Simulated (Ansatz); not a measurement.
Relaxation of a generated cell, TaN built in the CoSn structure type; 6 atoms in the cell, which starts as P6/mmm (No. 191), hP6; a = b = 4.8106 Å, c = 3.8817 Å, α = β = 90.00°, γ = 120.00°. The numbers are results of PBEsol (plane waves to 420 eV, PAW, scalar-relativistic; Ansatz, a program for electronic structure), not measurements. Γ-centred k-mesh 6×6×6 on the run's cell (coarser than for final values), Fermi–Dirac smearing 0.05 eV. This is the first round of the run. 

The optimiser's lines from the output (shortened; P is positive under compression):

```
relax step   1: F+E_penalty+E_count = -30556.73211191 eV  Δ(F+E_penalty+E_count) = +0.000e0 eV  max|allowed force component| = 3.701e-17 eV/Å  Δτ_max = 0.0000 Å  P = -32.508 GPa  Ω = 77.795 Å³  (8 SCF iters, dr2 threshold 1.00e-7 eV, accepted)
relax step   2: F+E_penalty+E_count = -30558.39315381 eV  Δ(F+E_penalty+E_count) = -1.661e0 eV  max|allowed force component| = 1.850e-17 eV/Å  Δτ_max = 0.0000 Å  P = -22.458 GPa  Ω = 72.473 Å³  (6 SCF iters, dr2 threshold 6.00e-7 eV, accepted)
relax step   3: F+E_penalty+E_count = -30559.80709431 eV  Δ(F+E_penalty+E_count) = -1.414e0 eV  max|allowed force component| = 9.252e-18 eV/Å  Δτ_max = 0.0000 Å  P = -12.995 GPa  Ω = 68.939 Å³  (6 SCF iters, dr2 threshold 6.00e-7 eV, accepted)
relax step   4: F+E_penalty+E_count = -30561.20894454 eV  Δ(F+E_penalty+E_count) = -1.402e0 eV  max|allowed force component| = 4.048e-18 eV/Å  Δτ_max = 0.0000 Å  P = -6.047 GPa  Ω = 67.114 Å³  (7 SCF iters, dr2 threshold 6.00e-7 eV, accepted)
relax step   5: F+E_penalty+E_count = -30562.23694194 eV  Δ(F+E_penalty+E_count) = -1.028e0 eV  max|allowed force component| = 9.252e-18 eV/Å  Δτ_max = 0.0000 Å  P = +4.751 GPa  Ω = 65.465 Å³  (7 SCF iters, dr2 threshold 6.00e-7 eV, accepted)
relax step   6: F+E_penalty+E_count = -30562.95958130 eV  Δ(F+E_penalty+E_count) = -7.226e-1 eV  max|allowed force component| = 7.401e-17 eV/Å  Δτ_max = 0.0000 Å  P = +0.921 GPa  Ω = 67.646 Å³  (7 SCF iters, dr2 threshold 6.00e-7 eV, accepted)
relax step   7: F+E_penalty+E_count = -30562.96499068 eV  Δ(F+E_penalty+E_count) = -5.409e-3 eV  max|allowed force component| = 3.701e-17 eV/Å  Δτ_max = 0.0000 Å  P = +0.718 GPa  Ω = 68.135 Å³  (5 SCF iters, dr2 threshold 6.00e-7 eV, accepted)
relax step   8: F+E_penalty+E_count = -30562.97284494 eV  Δ(F+E_penalty+E_count) = -7.854e-3 eV  max|allowed force component| = 3.547e-17 eV/Å  Δτ_max = 0.0000 Å  P = -0.169 GPa  Ω = 68.117 Å³  (5 SCF iters, dr2 threshold 6.00e-7 eV, accepted)
relax step   9: F+E_penalty+E_count = -30562.97291424 eV  Δ(F+E_penalty+E_count) = -6.930e-5 eV  max|allowed force component| = 1.850e-17 eV/Å  Δτ_max = 0.0000 Å  P = +0.004 GPa  Ω = 68.089 Å³  (3 SCF iters, dr2 threshold 2.81e-7 eV, accepted)
relax step  10: F+E_penalty+E_count = -30562.99468929 eV  Δ(F+E_penalty+E_count) = -2.178e-2 eV  max|allowed force component| = 3.701e-17 eV/Å  Δτ_max = 0.0000 Å  P = +0.466 GPa  Ω = 68.089 Å³  stress off target by 7.50e-1 GPa  SCF on the basis re-selected at this cell (its energy is not comparable with the rows above)  (8 SCF iters)
relax step  11: F+E_penalty+E_count = -30562.99497448 eV  Δ(F+E_penalty+E_count) = -2.852e-4 eV  max|allowed force component| = 1.850e-17 eV/Å  Δτ_max = 0.0000 Å  P = +0.031 GPa  Ω = 68.224 Å³  (4 SCF iters, dr2 threshold 6.00e-7 eV, accepted)
relax step  12: F+E_penalty+E_count = -30562.99496125 eV  Δ(F+E_penalty+E_count) = +1.322e-5 eV  max|allowed force component| = 5.551e-17 eV/Å  Δτ_max = 0.0000 Å  P = +0.000 GPa  Ω = 68.233 Å³  (4 SCF iters, dr2 threshold 4.41e-9 eV, accepted)
relax step  13: F+E_penalty+E_count = -30562.99526225 eV  Δ(F+E_penalty+E_count) = -3.010e-4 eV  max|allowed force component| = 3.701e-17 eV/Å  Δτ_max = 0.0000 Å  P = +0.007 GPa  Ω = 68.233 Å³  stress off target by 1.01e-2 GPa  SCF on the basis re-selected at this cell (its energy is not comparable with the rows above)  (4 SCF iters)
```

From the first to the last row the energy changes by -1.04 eV/atom and the volume by -12.3 %. The last row is marked as not comparable with the walk above it, whose basis was carried along; it does compare with step 1, since both stand on a basis selected at the nominal cutoff for their own cell.

Later rounds, restarted from the end of this one on a renewed k-mesh, logged 8 more steps and released under 0.01 eV/atom more. The final structure after all rounds: P6/mmm (No. 191), hP6; a = 5.201 Å, b = 5.201 Å, c = 2.906 Å, α = 90.00°, β = 90.00°, γ = 120.00°. Between re-selections the logged energies stand on a plane-wave basis carried along with the cell. No spin polarisation in the result.

The run could not lower the symmetry of its start; a shaken copy of this end point relaxes with PBEsol to P-62m (No. 189), 0.45 eV/atom lower.

The first start was generated by placing the elements on the sites of a structure type. A measured structure of TaN has the same space group, P6/mmm (No. 191); the sites were not compared with it. Another known form has space group No. 225.
